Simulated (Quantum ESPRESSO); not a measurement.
Ga3GeCN3, finding a planted mistake in a log

A calculation, not a measurement. The program is pw.x of Quantum ESPRESSO 7.5 (plane-wave density functional theory). The cell is made up: 8 atoms on a wurtzite lattice, with randomly drawn elements, strain and displacements, not relaxed. PseudoDojo standard norm-conserving files (v0.5 for PBE, v0.4.1 for LDA and PBEsol) set the functional; there is no spin polarisation, spin-orbit coupling or dispersion term, and the masses in the input are unused placeholders.

Intended input:

```
&control calculation='scf', pseudo_dir='./dojo.nc.sr.pbe.v0_5.standard.upf', outdir='./o', disk_io='low', tprnfor=.true., tstress=.true. /
&system ibrav=0, nat=8, ntyp=4, nbnd=42, ecutwfc=84.00895049, nosym=.true., tot_charge=0,
 occupations='smearing', smearing='fd', degauss=0.0018374661
/
&electrons conv_thr=7.350e-09, electron_maxstep=60, /
ATOMIC_SPECIES
C 1.0 C.upf
Ga 1.0 Ga.upf
Ge 1.0 Ge.upf
N 1.0 N.upf
CELL_PARAMETERS angstrom
3.2072 0.0 0.0
0.0 5.555 0.0
0.0 0.0 5.2373
ATOMIC_POSITIONS angstrom
Ga -0.0104 0.0022 -0.0075
Ga 1.5879 2.737 0.0169
Ge 1.6249 0.9483 2.6156
Ga -0.0108 3.6998 2.6182
C 0.0182 -0.0064 1.9426
N 1.603 2.7863 1.9519
N 1.5848 0.918 4.5487
N -0.0064 3.6935 4.5945
K_POINTS automatic
5 4 4 1 1 1
```

The log is shortened where brackets say so; the opening notice, blank lines, dates and the lines on written files are dropped, and the path of the files is cut. It prints rydbergs, bohrs and kilobars, and counts compression as positive stress. Where no state is partly filled, the Fermi energy that it prints is only some level between the filled and the empty states on the mesh, and need not lie in the true gap.

Log of the intended run:

```
     Program PWSCF v.7.5
     Parallel version (MPI & OpenMP), running on       4 processor cores
     Number of MPI processes:                 4
     Threads/MPI process:                     1
     [start-up lines left out]
     bravais-lattice index     =            0
     lattice parameter (alat)  =       6.0607  a.u.
     unit-cell volume          =     629.6717 (a.u.)^3
     number of atoms/cell      =            8
     number of atomic types    =            4
     number of electrons       =        72.00
     number of Kohn-Sham states=           42
     kinetic-energy cutoff     =      84.0090  Ry
     charge density cutoff     =     336.0358  Ry
     scf convergence threshold =      7.3E-09
     mixing beta               =       0.7000
     number of iterations used =            8  plain     mixing
     Exchange-correlation= PBE
                           (   1   4   3   4   0   0   0)
     [axes and pseudopotential details left out]
   Cartesian axes
     site n.     atom                  positions (alat units)
         1        Ga     tau(   1) = (  -0.0032427   0.0006860  -0.0023385  )
         2        Ga     tau(   2) = (   0.4951048   0.8533924   0.0052694  )
         3        Ge     tau(   3) = (   0.5066413   0.2956785   0.8155400  )
         4        Ga     tau(   4) = (  -0.0033674   1.1535919   0.8163507  )
         5        C      tau(   5) = (   0.0056747  -0.0019955   0.6056997  )
         6        N      tau(   6) = (   0.4998129   0.8687640   0.6085994  )
         7        N      tau(   7) = (   0.4941382   0.2862310   1.4182776  )
         8        N      tau(   8) = (  -0.0019955   1.1516276   1.4325580  )
     number of k points=    40  Fermi-Dirac smearing, width (Ry)=  0.0018
                       cart. coord. in units 2pi/alat
        k(    1) = (   0.1000000   0.0721692   0.0765471), wk =   0.0500000
        k(    2) = (   0.1000000   0.0721692   0.2296412), wk =   0.0500000
     [further k points left out]
     Dense  grid:    65431 G-vectors     FFT dimensions: (  36,  64,  60)
     Estimated max dynamical RAM per process >     140.67 MB
     Estimated total dynamical RAM >     514.76 MB
     Initial potential from superposition of free atoms
     starting charge      71.9911, renormalised to      72.0000
     Starting wfcs are   52 randomized atomic wfcs
     total cpu time spent up to now is        2.5 secs
     per-process dynamical memory:   103.2 Mb
     Self-consistent Calculation
     iteration #  1     ecut=    84.01 Ry     beta= 0.70
     Davidson diagonalization with overlap
     ethr =  1.00E-02,  avg # of iterations =  3.0
     total cpu time spent up to now is        5.7 secs
     total energy              =    -710.98874701 Ry
     estimated scf accuracy    <       1.96710775 Ry
     iteration #  2     ecut=    84.01 Ry     beta= 0.70
     Davidson diagonalization with overlap
     ethr =  2.73E-03,  avg # of iterations =  3.3
     total cpu time spent up to now is        8.8 secs
     total energy              =    -711.56351834 Ry
     estimated scf accuracy    <       1.75769433 Ry
     [iterations 3 to 11 left out]
     iteration # 12     ecut=    84.01 Ry     beta= 0.70
     Davidson diagonalization with overlap
     ethr =  3.34E-11,  avg # of iterations =  4.3
     total cpu time spent up to now is       40.4 secs
     total energy              =    -711.87962231 Ry
     estimated scf accuracy    <       0.00000001 Ry
     iteration # 13     ecut=    84.01 Ry     beta= 0.70
     Davidson diagonalization with overlap
     ethr =  1.74E-11,  avg # of iterations =  2.0
     total cpu time spent up to now is       43.0 secs
     End of self-consistent calculation
     [lines on levels left out]
     the Fermi energy is    12.7952 ev
!    total energy              =    -711.87962231 Ry
     estimated scf accuracy    <          9.0E-10 Ry
     smearing contrib. (-TS)   =       0.00000000 Ry
     internal energy E=F+TS    =    -711.87962231 Ry
     The total energy is F=E-TS. E is the sum of the following terms:
     one-electron contribution =    -229.15205700 Ry
     hartree contribution      =     180.52483015 Ry
     xc contribution           =    -192.37318881 Ry
     ewald contribution        =    -470.87920664 Ry
     convergence has been achieved in  13 iterations
     Forces acting on atoms (cartesian axes, Ry/au):
     atom    1 type  2   force =    -0.00203102   -0.01784938   -0.00918398
     atom    2 type  2   force =     0.00378045    0.03054951   -0.02405220
     atom    3 type  3   force =    -0.00674623   -0.03134751   -0.02462955
     atom    4 type  2   force =     0.00556404    0.01477018    0.01210663
     atom    5 type  1   force =    -0.00095868    0.05286199    0.04217834
     atom    6 type  4   force =    -0.00268580   -0.04170390    0.02908672
     atom    7 type  4   force =     0.00731928    0.01293854   -0.02367411
     atom    8 type  4   force =    -0.00424204   -0.02021945   -0.00183185
     Total force =     0.111095     Total SCF correction =     0.000118
     Computing stress (Cartesian axis) and pressure
          total   stress  (Ry/bohr**3)                   (kbar)     P=       37.92
   0.00019070   0.00001389   0.00000852           28.05        2.04        1.25
   0.00001389   0.00020886   0.00000515            2.04       30.72        0.76
   0.00000852   0.00000515   0.00037372            1.25        0.76       54.98
     init_run     :      2.10s CPU      2.19s WALL (       1 calls)
     electrons    :     40.34s CPU     40.56s WALL (       1 calls)
     forces       :      0.48s CPU      0.48s WALL (       1 calls)
     stress       :      1.63s CPU      1.63s WALL (       1 calls)
     [timing details left out]
     PWSCF        :     44.89s CPU     45.24s WALL
     JOB DONE.
```

A second run was made from an input with one planted mistake. Its log:

```
     Program PWSCF v.7.5
     Parallel version (MPI & OpenMP), running on       4 processor cores
     Number of MPI processes:                 4
     Threads/MPI process:                     1
     [start-up lines left out]
     bravais-lattice index     =            0
     lattice parameter (alat)  =       6.0607  a.u.
     unit-cell volume          =     629.6717 (a.u.)^3
     number of atoms/cell      =            8
     number of atomic types    =            4
     number of electrons       =        72.00
     number of Kohn-Sham states=           42
     kinetic-energy cutoff     =      84.0090  Ry
     charge density cutoff     =     336.0358  Ry
     scf convergence threshold =      3.7E-02
     mixing beta               =       0.7000
     number of iterations used =            8  plain     mixing
     Exchange-correlation= PBE
                           (   1   4   3   4   0   0   0)
     [axes and pseudopotential details left out]
   Cartesian axes
     site n.     atom                  positions (alat units)
         1        Ga     tau(   1) = (  -0.0032427   0.0006860  -0.0023385  )
         2        Ga     tau(   2) = (   0.4951048   0.8533924   0.0052694  )
         3        Ge     tau(   3) = (   0.5066413   0.2956785   0.8155400  )
         4        Ga     tau(   4) = (  -0.0033674   1.1535919   0.8163507  )
         5        C      tau(   5) = (   0.0056747  -0.0019955   0.6056997  )
         6        N      tau(   6) = (   0.4998129   0.8687640   0.6085994  )
         7        N      tau(   7) = (   0.4941382   0.2862310   1.4182776  )
         8        N      tau(   8) = (  -0.0019955   1.1516276   1.4325580  )
     number of k points=    40  Fermi-Dirac smearing, width (Ry)=  0.0018
                       cart. coord. in units 2pi/alat
        k(    1) = (   0.1000000   0.0721692   0.0765471), wk =   0.0500000
        k(    2) = (   0.1000000   0.0721692   0.2296412), wk =   0.0500000
     [further k points left out]
     Dense  grid:    65431 G-vectors     FFT dimensions: (  36,  64,  60)
     Estimated max dynamical RAM per process >     140.67 MB
     Estimated total dynamical RAM >     514.76 MB
     Initial potential from superposition of free atoms
     starting charge      71.9911, renormalised to      72.0000
     Starting wfcs are   52 randomized atomic wfcs
     total cpu time spent up to now is        2.3 secs
     per-process dynamical memory:   107.9 Mb
     Self-consistent Calculation
     iteration #  1     ecut=    84.01 Ry     beta= 0.70
     Davidson diagonalization with overlap
     ethr =  1.00E-02,  avg # of iterations =  3.0
     total cpu time spent up to now is        5.7 secs
     total energy              =    -710.98874701 Ry
     estimated scf accuracy    <       1.96710775 Ry
     iteration #  2     ecut=    84.01 Ry     beta= 0.70
     Davidson diagonalization with overlap
     ethr =  2.73E-03,  avg # of iterations =  3.3
     total cpu time spent up to now is        8.9 secs
     total energy              =    -711.56351834 Ry
     estimated scf accuracy    <       1.75769433 Ry
     iteration #  3     ecut=    84.01 Ry     beta= 0.70
     Davidson diagonalization with overlap
     ethr =  2.44E-03,  avg # of iterations =  2.0
     total cpu time spent up to now is       11.6 secs
     total energy              =    -711.85921706 Ry
     estimated scf accuracy    <       0.04671780 Ry
     iteration #  4     ecut=    84.01 Ry     beta= 0.70
     Davidson diagonalization with overlap
     ethr =  6.49E-05,  avg # of iterations =  7.0
     total cpu time spent up to now is       15.2 secs
     End of self-consistent calculation
     [lines on levels left out]
     the Fermi energy is    12.7466 ev
!    total energy              =    -711.87763291 Ry
     estimated scf accuracy    <       0.00523362 Ry
     smearing contrib. (-TS)   =       0.00000000 Ry
     internal energy E=F+TS    =    -711.87763291 Ry
     The total energy is F=E-TS. E is the sum of the following terms:
     one-electron contribution =    -229.14374270 Ry
     hartree contribution      =     180.55047315 Ry
     xc contribution           =    -192.40515671 Ry
     ewald contribution        =    -470.87920664 Ry
     convergence has been achieved in   4 iterations
     Forces acting on atoms (cartesian axes, Ry/au):
     atom    1 type  2   force =    -0.00163080   -0.03843675   -0.01307296
     atom    2 type  2   force =     0.00358611    0.04998904   -0.02340203
     atom    3 type  3   force =    -0.00698013   -0.03691749   -0.02248157
     atom    4 type  2   force =     0.00555408    0.01575824    0.01509445
     atom    5 type  1   force =    -0.00085118    0.05860948    0.04228072
     atom    6 type  4   force =    -0.00237177   -0.04437466    0.02971314
     atom    7 type  4   force =     0.00700697    0.01556534   -0.02539465
     atom    8 type  4   force =    -0.00431328   -0.02019319   -0.00273711
     Total force =     0.128785     Total SCF correction =     0.269689
     SCF correction compared to forces is large: reduce conv_thr to get better values
     Computing stress (Cartesian axis) and pressure
          total   stress  (Ry/bohr**3)                   (kbar)     P=       62.33
   0.00036070   0.00001098   0.00001009           53.06        1.62        1.48
   0.00001098   0.00039476   0.00000309            1.62       58.07        0.46
   0.00001009   0.00000309   0.00051571            1.48        0.46       75.86
     init_run     :      2.15s CPU      2.23s WALL (       1 calls)
     electrons    :     12.68s CPU     12.94s WALL (       1 calls)
     forces       :      0.46s CPU      0.47s WALL (       1 calls)
     stress       :      1.50s CPU      1.50s WALL (       1 calls)
     [timing details left out]
     PWSCF        :     16.87s CPU     17.28s WALL
     JOB DONE.
```

Question: what was wrong in the second input?

Answer: the self-consistency threshold is too loose. The input lines that differ, file-writing options aside:

```
- &electrons conv_thr=7.350e-09, electron_maxstep=60, /
+ &electrons conv_thr=3.675e-02, electron_maxstep=60, /
```

|  | intended run | run with the mistake |
| --- | --- | --- |
| free energy (eV) | -9685.616 | -9685.589 |
| smearing term -TS (eV) | 0.0000 | 0.0000 |
| pressure (GPa) | 3.79 | 6.23 |
| largest force component (eV/Å) | 1.359 | 1.507 |
| largest change of a force component (eV/Å) |  | 0.529 |
| iterations | 13 | 4 |

For scale, a rerun of the intended cell at 1437 eV and a 7 x 6 x 6 mesh moved values by no more than 0.012 eV in energy, 0.08 GPa in stress and 0.006 eV/Å in force.